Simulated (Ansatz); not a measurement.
Si in space group I4_132 (No. 214; Si on 8a) under volume change, the program Ansatz at the PBEsol level (PAW), scaled uniformly.

```
V (Å³/atom)  E − E(relaxed) (meV/atom)  P (GPa)
-----------  -------------------------  -------
29.694                            46.5     5.53
30.673                            19.4     3.37
31.651                             4.6     1.54
32.630                             0.0     0.00
33.609                             4.0    -1.25
34.588                            14.8    -2.27
35.567                            31.4    -3.13
```

What does a third-order Birch–Murnaghan fit give for V₀, B₀ and B′?

V₀ = 32.64 Å³/atom, B₀ = 45.7 GPa, B′ = 5.2.

The start of the workflow was typed in or built on a structure type; neither database checked (COD, Materials Project) lists it. It is not the phase usual at ambient conditions (space group No. 227). The cell was relaxed with PBEsol under the symmetry of its start. At this level the phase is dynamically unstable (imaginary phonons).

Potentials: the later of the program's two PAW sets.
